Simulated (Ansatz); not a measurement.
The guess for In3As was made by a generator: random cell by space group and Wyckoff sites (P2/m, No. 10). Lengths were set from tabulated atomic sizes, so they are only a guess.

```cif
data_structure
_symmetry_space_group_name_H-M 'P2/m'
_symmetry_Int_Tables_number 10
_cell_length_a 3.9704
_cell_length_b 5.8486
_cell_length_c 4.3140
_cell_angle_alpha 90.000
_cell_angle_beta 107.110
_cell_angle_gamma 90.000
_cell_volume 95.74
loop_
_atom_site_label
_atom_site_type_symbol
_atom_site_symmetry_multiplicity
_atom_site_Wyckoff_symbol
_atom_site_fract_x
_atom_site_fract_y
_atom_site_fract_z
_atom_site_occupancy
In1 In 2 j 0.50000 0.80297 0.00000 1
In2 In 1 a 0.00000 0.00000 0.00000 1
As1 As 1 e 0.50000 0.50000 0.00000 1
```

The calculation used DFT PBE, scalar-relativistic, plane waves, PAW (Ansatz 0.2.0). Cutoff 420 eV, Gaussian smearing, Γ-centred meshes. Cell and atoms relax first on a coarse mesh and then on a finer one. In between, the cell is made exact in the group found at 0.06 Å. In metals the finer mesh still leaves noise of several meV/atom or more. The steps can't lower the symmetry of their start. No spin polarisation.

A guess keeps its type if space group and coordination stay and the shape of the cell changes little (axis ratios within about 15 %, angles within 6°); the volume may change.

Question: Will the relaxed cell still be of the starting type?

Answer: It doesn't keep its type. The symmetry goes from P2/m (No. 10) to P4/mmm (No. 123). The volume per atom grows by 9.5 %, from 23.9 to 26.2 Å³. The shortest distance goes from 1.77 Å (In–As) to 2.86 Å (In–As). Counting neighbours within 15 % of an atom's shortest distance, the start has As 2, In 1/4 and the end As 6, In 5/12. In detail, at the end In on a site of symmetry 4mm has 1 As at 2.86 Å, 4 In at 3.06 Å and 4 In at 3.50 Å; In on a site of symmetry 4/mmm is surrounded by 4 In at 3.06 Å and 8 In at 3.50 Å; As has 2 In at 2.86 Å and 4 As at 3.06 Å.

```
In As
1.0
     3.05603    0.00000    0.00000
     0.00000    3.05603    0.00000
     0.00000    0.00000   11.22582
In As
3 1
Direct
  0.50000 0.50000 0.24565
  0.50000 0.50000 0.75435
  0.00000 0.00000 0.00000
  0.50000 0.50000 0.50000
```

The last run used a 16×16×4 mesh (in the run's order of axes) for its 4-atom cell and Gaussian smearing of 0.10 eV. A structure relaxed within its symmetry needn't be a true minimum. Another cell of In3As relaxed alike, in Pm-3m (a Materials Project cell), lies 44 meV/atom lower, so this cell isn't the stable form at this level.

In counts of neighbours, a slash parts the counts of unlike sites.
